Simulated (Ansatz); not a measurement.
BP, first-principles data

BP:
```yaml
crystal:
  lattice:
    - [3.18031, 0.00000, 0.00000]
    - [-1.59015, 2.75423, 0.00000]
    - [0.00000, 0.00000, 7.87132]
  atoms:
    - { symbol: B, position: [0.33333, 0.66667, 0.25000] }
    - { symbol: P, position: [0.66667, 0.33333, 0.25000] }
    - { symbol: P, position: [0.33333, 0.66667, 0.75000] }
    - { symbol: B, position: [0.66667, 0.33333, 0.75000] }
```

Space group P6_3/mmc (No. 194); conventional cell a = 3.180 Å, b = 3.180 Å, c = 7.871 Å, α = 90.00°, β = 90.00°, γ = 120.00°.

Method: plane-wave PAW LDA (Ansatz code). Structure relaxed to zero pressure with the same functional. Other levels are named where they apply.

Cell and energy:

```yaml
volume_per_atom: 17.24 Å³
density: 2.01 g/cm³
Formation energy from the elements (no fitted shifts): 0.049 eV/atom
```

Electronic structure:

```yaml
band_gap: 0.55 eV (indirect)
valence_band_maximum: on the K–Γ line, 12 % of the way from K
conduction_band_minimum: at M (3 equivalent valleys)
smallest_direct_gap_on_the_standard_path: 0.73 eV
electron_effective_mass: 0.17, 1.0, 4.3 mₑ (principal values)
hole_effective_mass: 0.11, 1.4, 2.2 mₑ (principal values)
```

Mechanics:

```yaml
Bulk modulus (Birch–Murnaghan fit): 10.8 GPa
Pressure derivative B′: 7.3
```

Phonons:

```yaml
Highest zone-centre frequency (without LO–TO term): 976 cm^-1
zone_centre_stability: unstable, softest mode 30i cm⁻¹
```

The start of the workflow was typed in or built on a structure type; neither database checked (COD, Materials Project) lists it. It is not the phase usual at ambient conditions (space group No. 216). The cell was relaxed with LDA under the symmetry of its start; phonons show weakly imaginary modes. A crystal of weakly bound layers computed without a dispersion correction: the cell and the soft elastic constants depend strongly on that. The references are the lowest solids computed at this level, not always the standard phases.

Potentials: the earlier of the program's two PAW sets. The files were generated under PBE; for other functionals the program regenerates the frozen cores, and for LDA and PBEsol the local potential too.
